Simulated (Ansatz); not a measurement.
This cell of TiSi$_{2}$ (C49 type, space group Cmcm) is off equilibrium:

```xyz
6
Lattice="1.7731 -6.7817 0.0000 1.7731 6.7817 0.0000 0.0000 0.0000 3.5798" Properties=species:S:1:pos:R:3 pbc="T T T"
Si     1.7731    -5.9791     2.6849
Si     1.7731     5.7868     1.1094
Si     1.7731     3.3870     2.6849
Si     1.7731    -3.3870     0.8950
Ti     1.7731    -1.3996     2.6849
Ti     1.7731     1.3996     0.8950
```

Calculation: PBE (plane waves to 420 eV, PAW, scalar-relativistic; Ansatz, an electronic-structure program). k mesh 11×11×11 (Γ-centred), Fermi-Dirac smearing 0.05 eV. Energies are smeared free energies. Stress and pressure are positive under compression. With partly filled bands, energies and forces of such displacements shift with the k mesh and the smearing. This is one of several known forms of TiSi2; the measured ambient cells at hand have space group No. 70. TiSi2 is run without spin polarisation. TiSi2 was relaxed with its symmetry unable to fall.

### Question
What forces act on the atoms (eV/Å, Cartesian)?

### Answer
```csv
atom,Fx,Fy,Fz
Si1,0.000,-0.402,0.585
Si2,0.000,1.049,-2.596
Si3,0.000,-0.174,0.011
Si4,0.000,-0.183,0.009
Ti5,0.000,-0.159,1.893
Ti6,0.000,-0.130,0.097
```

### Question
What is the stress tensor (GPa)?

### Answer
```
    3.1      0.0      0.0
    0.0     -1.3      0.6
    0.0      0.6      0.9
```
The pressure, a third of the trace, is 0.9 GPa.

### Question
In it atom 2 sits (0.000, -0.192, 0.214) Å away from its relaxed site. What is its energy relative to the relaxed cell?

### Answer
401 meV/cell.

(For displaced atoms, the force is minus the slope of the energy, and its curvature is a force constant, which sets phonon frequencies.)
